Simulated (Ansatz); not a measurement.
The geometry is COD entry 1523124, unchecked; take it as a test cell. The listed cell was then made from it by scaling, straining or moving an atom.

An input for TiRh: DFT, PBEsol, PAW with Ansatz's default frozen-core files, scalar-relativistic (Ansatz 0.2.0). The PAW files were made with PBE; their cores are remade for this functional.

Command: `ansatz run input.yaml --threads 1 --pin off --max-ram 3072MiB --backend cpu --events-out ev --progress --plain --runs-dir out` The run took 3.5 s on 1 thread of Intel(R) Xeon(R) 6975P-C (Granite Rapids) (shared host), peak memory 0.45 GiB.

```yaml
crystal:
  lattice:
    - [3.0273202986, 0.0, 0.0]
    - [0.0, 3.0273202986, 0.0]
    - [0.0, 0.0, 3.3940840028]
  atoms:
    - { symbol: Ti, position: [0.5, 0.5, 0.5] }
    - { symbol: Rh, position: [0.0, 0.0, 0.0] }
kpoints:
  mp_grid: { grid: [11, 11, 10] }
scf:
  occupations: { method: fermi_dirac, width: 0.05 }
hamiltonian:
  xc: pbesol
  pseudopotentials: { kind: paw }
output:
  forces: true
  stress: true
  eigenvalues: true
  efg: { contact_densities: true }
  write_density: true
  write_potential: true
  elf: true
  volumetric_format: npy
```

Set-up and iterations as logged by Ansatz (the results part is left out, to be predicted):

```
Engine: ansatz 0.2.0
Pseudopotentials: kind: paw
Pseudopotential: Ti, paw, valence charge 12, recommended cutoff 420 eV (normal)
Pseudopotential: Rh, paw, valence charge 17, recommended cutoff 420 eV (normal)
Functional definition: PBEsol
  exchange = pbesol_x
  correlation = pbesol_c
Crystal: 2 atoms, lattice volume = 31.106 Å³
Basis set: ecut = 420 eV, 595 PW (Γ), exchange–correlation on 48×48×48 points (8 copies of the dense FFT grid, shifted against one another)
Bands: 19, of which v1, the nominal top of the filled ones, is band 15 counted from 1 (14 counted from 0)
Symmetry: 16 space group operations
Space group: P4/mmm (ITA 123), of the structure as read, at distance tolerance 3.1e-5 Å
k-points: 126 of 1210
Non-local potential: Ti, projectors of the file, l = 0: 3, l = 1: 2, l = 2: 3, l = 3: 1
Non-local potential: Rh, projectors of the file, l = 0: 3, l = 1: 2, l = 2: 2, l = 3: 1
PAW form: soft (Blöchl's): semilocal exchange-correlation on the pseudo side does not see the compensation charge
PAW frozen core: Ti, regenerated for the run's functional, and the local potential with it (the file was generated under x = pbe(κ = 0.804, μ = 0.2195149727645171), c = pbe(β = 0.06672455060314922))
PAW frozen core: Rh, regenerated for the run's functional, and the local potential with it (the file was generated under x = pbe(κ = 0.804, μ = 0.2195149727645171), c = pbe(β = 0.06672455060314922))
PAW one-centre angular grid: Ti, 590 points (default); XC on 64 Gauss nodes
PAW one-centre angular grid: Rh, 590 points (default); XC on 64 Gauss nodes
Initial density: superposition of atomic densities (neutral atoms: chi_scale 0, normalization atom), corrected by the library's trained network
Initial wavefunctions: pseudopotential atomic-orbital guess
Functional: x = pbesol(κ = 0.804, μ = 0.12345679012345678), c = pbesol(β = 0.046)
SCF iter   1: F=—  HF=-8814.056667 eV  |F-HF|=—  |Δ(HF+E_count)|=         —  Δρ=1.02e-2  dr2=3.38e-2  ethr=1.77e-3  ⟨swp⟩=4.2  Hψ=9407  notcnv=0
SCF iter   2: F=—  HF=-8814.051797 eV  |F-HF|=—  |Δ(HF+E_count)|=   4.87e-3  Δρ=5.04e-3  dr2=9.69e-3  ethr=1.16e-4  ⟨swp⟩=2.0  Hψ=3863  notcnv=0
SCF iter   3: F=—  HF=-8814.050048 eV  |F-HF|=—  |Δ(HF+E_count)|=   1.75e-3  Δρ=7.45e-4  dr2=2.34e-4  ethr=3.34e-5  ⟨swp⟩=2.0  Hψ=3659  notcnv=0
SCF iter   4: F=—  HF=-8814.050034 eV  |F-HF|=—  |Δ(HF+E_count)|=   1.41e-5  Δρ=9.09e-5  dr2=2.21e-6  ethr=8.06e-7  ⟨swp⟩=1.2  Hψ=2429  notcnv=0
SCF iter   5: F=—  HF=-8814.050022 eV  |F-HF|=—  |Δ(HF+E_count)|=   1.16e-5  Δρ=1.87e-5  dr2=1.15e-7  ethr=7.61e-9  ⟨swp⟩=2.0  Hψ=3300  notcnv=0
SCF iter   6: F=-8814.050022 eV  HF=-8814.050022 eV  |F-HF|=1.55e-9  |Δ(HF+E_count)|=   4.09e-8  Δρ=4.68e-6  dr2=2.75e-9  ethr=3.45e-10  ⟨swp⟩=7.0  Hψ=13154  notcnv=0
```

Spin polarisation is left out, and whether a magnetic state lies lower isn't shown here.

Q: What pressure will this run report?

A: -13.14 GPa (positive in compression).
